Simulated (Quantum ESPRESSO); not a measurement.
## Mg2GaSe3F (input and log of a self-consistent run)

Simulated, not a measurement. The program is pw.x of Quantum ESPRESSO 7.5 (plane-wave density functional theory). The cell is made up: 7 atoms on a zincblende/diamond lattice with one site empty, with randomly drawn elements, strain and displacements, not relaxed. PseudoDojo standard norm-conserving files (v0.5 for PBE, v0.4.1 for LDA and PBEsol) set the functional; there is no spin polarisation, spin-orbit coupling or dispersion term, and the masses in the input are unused placeholders.

Input:

```
&control calculation='scf', pseudo_dir='./dojo.nc.sr.pbe.v0_5.standard.upf', outdir='./o', disk_io='medium', tprnfor=.true., tstress=.true. /
&system ibrav=0, nat=7, ntyp=4, nbnd=50, ecutwfc=85.99341389, nosym=.true., tot_charge=0,
 occupations='smearing', smearing='fd', degauss=0.0018374661
/
&electrons conv_thr=7.350e-09, electron_maxstep=60, /
ATOMIC_SPECIES
F 1.0 F.upf
Ga 1.0 Ga.upf
Mg 1.0 Mg.upf
Se 1.0 Se.upf
CELL_PARAMETERS angstrom
5.5716 0.0 0.0
0.0 5.5716 0.0
0.0 0.0 5.6908
ATOMIC_POSITIONS angstrom
Mg -0.0463 -0.131 0.2478
Mg -0.0955 3.0078 2.8215
Ga 2.782 0.1398 2.8073
Se 1.3091 1.3918 1.4017
F 1.4612 4.3011 4.3076
Se 4.0277 1.3715 4.2079
Se 4.2677 4.2084 1.4283
K_POINTS automatic
4 4 4 1 1 1
```

The log is shortened where brackets say so; the opening notice, blank lines, dates and the lines on written files are dropped, and the path of the files is cut. It prints rydbergs, bohrs and kilobars, and counts compression as positive stress. With no partly filled state, the Fermi energy that it prints is only some level between the filled and the empty states on the mesh, and need not lie in the true gap.

```
     Program PWSCF v.7.5
     Parallel version (MPI & OpenMP), running on       1 processor cores
     Number of MPI processes:                 1
     Threads/MPI process:                     1
     [start-up lines left out]
     bravais-lattice index     =            0
     lattice parameter (alat)  =      10.5288  a.u.
     unit-cell volume          =    1192.1469 (a.u.)^3
     number of atoms/cell      =            7
     number of atomic types    =            4
     number of electrons       =        88.00
     number of Kohn-Sham states=           50
     kinetic-energy cutoff     =      85.9934  Ry
     charge density cutoff     =     343.9737  Ry
     scf convergence threshold =      7.3E-09
     mixing beta               =       0.7000
     number of iterations used =            8  plain     mixing
     Exchange-correlation= PBE
                           (   1   4   3   4   0   0   0)
     [axes and pseudopotential details left out]
   Cartesian axes
     site n.     atom                  positions (alat units)
         1        Mg     tau(   1) = (  -0.0083100  -0.0235121   0.0444756  )
         2        Mg     tau(   2) = (  -0.0171405   0.5398449   0.5064075  )
         3        Ga     tau(   3) = (   0.4993180   0.0250915   0.5038589  )
         4        Se     tau(   4) = (   0.2349594   0.2498026   0.2515794  )
         5        F      tau(   5) = (   0.2622586   0.7719686   0.7731352  )
         6        Se     tau(   6) = (   0.7228983   0.2461591   0.7552409  )
         7        Se     tau(   7) = (   0.7659739   0.7553306   0.2563537  )
     number of k points=    32  Fermi-Dirac smearing, width (Ry)=  0.0018
                       cart. coord. in units 2pi/alat
        k(    1) = (   0.1250000   0.1250000   0.1223817), wk =   0.0625000
        k(    2) = (   0.1250000   0.1250000   0.3671452), wk =   0.0625000
     [further k points left out]
     Dense  grid:   128399 G-vectors     FFT dimensions: (  64,  64,  64)
     Estimated max dynamical RAM per process >     175.61 MB
     Initial potential from superposition of free atoms
     starting charge      87.9955, renormalised to      88.0000
     Starting wfcs are   50 randomized atomic wfcs
     total cpu time spent up to now is       17.2 secs
     per-process dynamical memory:    89.1 Mb
     Self-consistent Calculation
     iteration #  1     ecut=    85.99 Ry     beta= 0.70
     Davidson diagonalization with overlap
     ethr =  1.00E-02,  avg # of iterations =  5.4
     Threshold (ethr) on eigenvalues was too large:
     Diagonalizing with lowered threshold
     Davidson diagonalization with overlap
     ethr =  6.33E-04,  avg # of iterations =  1.2
     total cpu time spent up to now is       88.1 secs
     total energy              =   -1167.36222667 Ry
     estimated scf accuracy    <       0.54231052 Ry
     iteration #  2     ecut=    85.99 Ry     beta= 0.70
     Davidson diagonalization with overlap
     ethr =  6.16E-04,  avg # of iterations =  3.2
     total cpu time spent up to now is      124.6 secs
     total energy              =   -1167.38832844 Ry
     estimated scf accuracy    <       0.63563129 Ry
     iteration #  3     ecut=    85.99 Ry     beta= 0.70
     Davidson diagonalization with overlap
     ethr =  6.16E-04,  avg # of iterations =  2.4
     total cpu time spent up to now is      159.9 secs
     total energy              =   -1167.55126328 Ry
     estimated scf accuracy    <       0.06869371 Ry
     iteration #  4     ecut=    85.99 Ry     beta= 0.70
     Davidson diagonalization with overlap
     ethr =  7.81E-05,  avg # of iterations =  3.8
     total cpu time spent up to now is      199.5 secs
     total energy              =   -1167.56037837 Ry
     estimated scf accuracy    <       0.00549981 Ry
     iteration #  5     ecut=    85.99 Ry     beta= 0.70
     Davidson diagonalization with overlap
     ethr =  6.25E-06,  avg # of iterations =  6.2
     total cpu time spent up to now is      241.8 secs
     total energy              =   -1167.56138224 Ry
     estimated scf accuracy    <       0.00073588 Ry
     iteration #  6     ecut=    85.99 Ry     beta= 0.70
     Davidson diagonalization with overlap
     ethr =  8.36E-07,  avg # of iterations =  2.1
     total cpu time spent up to now is      282.7 secs
     total energy              =   -1167.56156078 Ry
     estimated scf accuracy    <       0.00011536 Ry
     iteration #  7     ecut=    85.99 Ry     beta= 0.70
     Davidson diagonalization with overlap
     ethr =  1.31E-07,  avg # of iterations =  2.0
     total cpu time spent up to now is      318.2 secs
     total energy              =   -1167.56157434 Ry
     estimated scf accuracy    <       0.00000995 Ry
     iteration #  8     ecut=    85.99 Ry     beta= 0.70
     Davidson diagonalization with overlap
     ethr =  1.13E-08,  avg # of iterations =  2.4
     total cpu time spent up to now is      362.3 secs
     total energy              =   -1167.56157715 Ry
     estimated scf accuracy    <       0.00000053 Ry
     iteration #  9     ecut=    85.99 Ry     beta= 0.70
     Davidson diagonalization with overlap
     ethr =  5.97E-10,  avg # of iterations =  3.3
     total cpu time spent up to now is      406.6 secs
     total energy              =   -1167.56157725 Ry
     estimated scf accuracy    <       0.00000011 Ry
     iteration # 10     ecut=    85.99 Ry     beta= 0.70
     Davidson diagonalization with overlap
     ethr =  1.21E-10,  avg # of iterations =  2.2
     total cpu time spent up to now is      448.3 secs
     total energy              =   -1167.56157729 Ry
     estimated scf accuracy    <          8.6E-09 Ry
     iteration # 11     ecut=    85.99 Ry     beta= 0.70
     Davidson diagonalization with overlap
     ethr =  9.75E-12,  avg # of iterations =  2.2
     total cpu time spent up to now is      492.8 secs
     End of self-consistent calculation
          k = 0.1250 0.1250 0.1224 ( 16052 PWs)   bands (ev):
   -70.6666 -70.4414 -41.9737 -41.9691 -41.8975 -41.8703 -41.8680 -41.8042
   -41.7904 -41.7845 -41.7429 -41.7042 -41.6759 -41.6633 -41.6282 -41.4940
   -41.4873 -37.4763 -37.4458 -37.4189 -37.2626 -37.2506 -37.2091 -17.1304
   -10.3178 -10.2017 -10.1463 -10.1114 -10.0884  -8.0177  -7.1331  -6.8484
    -1.0996   0.6965   1.0203   1.2890   1.3863   1.9855   2.2341   2.5955
     3.0206   3.5156   3.7932   4.4589   5.9966   7.7017   8.3086   8.8488
     9.0587  10.2324
     [levels at the other k points left out]
     the Fermi energy is     5.3467 ev
!    total energy              =   -1167.56157729 Ry
     estimated scf accuracy    <          5.3E-10 Ry
     smearing contrib. (-TS)   =      -0.00000000 Ry
     internal energy E=F+TS    =   -1167.56157729 Ry
     The total energy is F=E-TS. E is the sum of the following terms:
     one-electron contribution =    -825.99535989 Ry
     hartree contribution      =     426.71445614 Ry
     xc contribution           =    -230.15945325 Ry
     ewald contribution        =    -538.12122029 Ry
     convergence has been achieved in  11 iterations
     Forces acting on atoms (cartesian axes, Ry/au):
     atom    1 type  3   force =     0.08867760    0.07306357   -0.16159992
     atom    2 type  3   force =     0.08482432   -0.06439805    0.10132179
     atom    3 type  2   force =    -0.02063506   -0.02592892   -0.02375460
     atom    4 type  4   force =     0.05490458    0.03290872    0.02564381
     atom    5 type  1   force =    -0.03224380    0.01723576   -0.03046695
     atom    6 type  4   force =     0.02508049    0.01993634    0.05993860
     atom    7 type  4   force =    -0.20060812   -0.05281742    0.02891727
     Total force =     0.343651     Total SCF correction =     0.000104
     Computing stress (Cartesian axis) and pressure
          total   stress  (Ry/bohr**3)                   (kbar)     P=       51.96
   0.00028536   0.00024046   0.00007104           41.98       35.37       10.45
   0.00024046   0.00041116  -0.00023910           35.37       60.48      -35.17
   0.00007104  -0.00023910   0.00036306           10.45      -35.17       53.41
     init_run     :     14.82s CPU     17.13s WALL (       1 calls)
     electrons    :    446.79s CPU    475.65s WALL (       1 calls)
     forces       :      5.24s CPU      5.33s WALL (       1 calls)
     stress       :     17.73s CPU     17.88s WALL (       1 calls)
     [timing details left out]
     PWSCF        :   8m 4.84s CPU   8m36.99s WALL
     JOB DONE.
```

In other units: free energy -15885.485 eV for the cell, pressure 5.20 GPa, largest force component 5.158 eV/Å. A rerun of the same cell at another strain at 1467 eV and a 6 x 6 x 6 mesh moved values by no more than 0.004 eV in energy, 0.02 GPa in stress and 0.004 eV/Å in force.